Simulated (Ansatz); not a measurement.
LiCl (rock salt, space group No. 225), r²SCAN in the plane-wave PAW code Ansatz. The conduction-band minimum lies at Γ, with 1 equivalent valley. Second derivatives d²E/dk² of the lowest band at one valley (eV·Å²), along Cartesian directions:

| direction | d²E/dk² |
|---|---|
| [100] | 16.25 |
| [010] | 16.25 |
| [001] | 16.25 |
| [110] | 16.25 |
| [101] | 16.25 |
| [011] | 16.25 |

### Question
Find the principal effective masses, the density-of-states mass and the conductivity mass.

### Answer
Off-diagonal terms follow from H_xy = H[110] − (H_xx + H_yy)/2, and m*/mₑ = 7.620 eV·Å² over each eigenvalue: 0.47, 0.47, 0.47. One valley's DOS mass (m₁m₂m₃)^(1/3) = 0.47, conductivity mass 3/(Σ 1/mᵢ) = 0.47 mₑ.

### Question
What effective density of states Nc follows at 300 K for parabolic valleys?

### Answer
Nc = 2.509e19 × 1 × (0.47)^(3/2) ≈ 8.1e18 cm⁻³.

Space group Fm-3m (rock salt). Symmetry was held in the r²SCAN relaxation.

Potentials: the later of the program's two PAW sets.

Edges and masses are those of Kohn–Sham bands, whose gap is no quasiparticle gap.
